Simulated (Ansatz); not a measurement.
Relaxed-ion elastic tensor of NbP (CsCl type, Pm-3m) in GPa (Voigt order), the program Ansatz at the r²SCAN level (PAW); density 6.86 g/cm³, 15.00 Å³ per atom.

```tsv
	1	2	3	4	5	6
1	382	104	104	0.0	0.0	0.0
2	104	382	104	0.0	0.0	0.0
3	104	104	382	0.0	0.0	0.0
4	0.0	0.0	0.0	123	0.0	0.0
5	0.0	0.0	0.0	0.0	123	0.0
6	0.0	0.0	0.0	0.0	0.0	123
```

Question: Is the crystal mechanically stable?

Answer: Yes: the smallest eigenvalue of C is 123 GPa.

Question: Work out the Voigt, Reuss and Hill averages.

Answer: K_V = 196, K_R = 196, K_H = 196; G_V = 129, G_R = 129, G_H = 129 GPa.

Question: Give Young's modulus, Poisson's ratio, Pugh's ratio and the universal anisotropy index.

Answer: E = 9KG/(3K + G) = 318 GPa; ν = 0.23; K/G = 1.52 (brittle by the Pugh limit of 1.75); A_U = 5G_V/G_R + K_V/K_R − 6 = 0.02.

Question: Estimate the sound speeds and the Debye temperature.

Answer: v_l = √((K + 4G/3)/ρ) = 7330 m/s, v_t = √(G/ρ) = 4340 m/s, mean 4810 m/s; Θ = (h/k)(3n/4πV)^(1/3) v_m = 580 K.

Question: Give the Zener ratio and Young's modulus along [100], [110] and [111].

Answer: A = 2C44/(C11 − C12) = 0.88; 1/E = S11 − 2(S11 − S12 − S44/2)Γ with Γ = 0, 1/4, 1/3 gives 338, 312, 305 GPa.

Question: Solve the Christoffel equation for the three sound speeds along [100], [110], [111].

Answer: Eigenvalues of C_ijkl n_j n_l equal ρv². In km/s, slowest first: [100] 4.23, 4.23, 7.47; [110] 4.23, 4.51, 7.30; [111] 4.42, 4.42, 7.25.

The cell is a constructed one: a structure type filled with these elements; neither database checked (COD, Materials Project) lists it. COD files the formula under space group No. 141, so this cell is another polymorph or a model. Whether it is the stable phase at ambient conditions was not checked. The cell was relaxed with r²SCAN under the symmetry of its start; whether a distortion lowers the energy is not shown. No spin polarisation was allowed. As this level gives no gap, shear constants depend on the k-mesh and smearing (Fermi–Dirac, 0.1 eV here).

Potentials: the later of the program's two PAW sets.
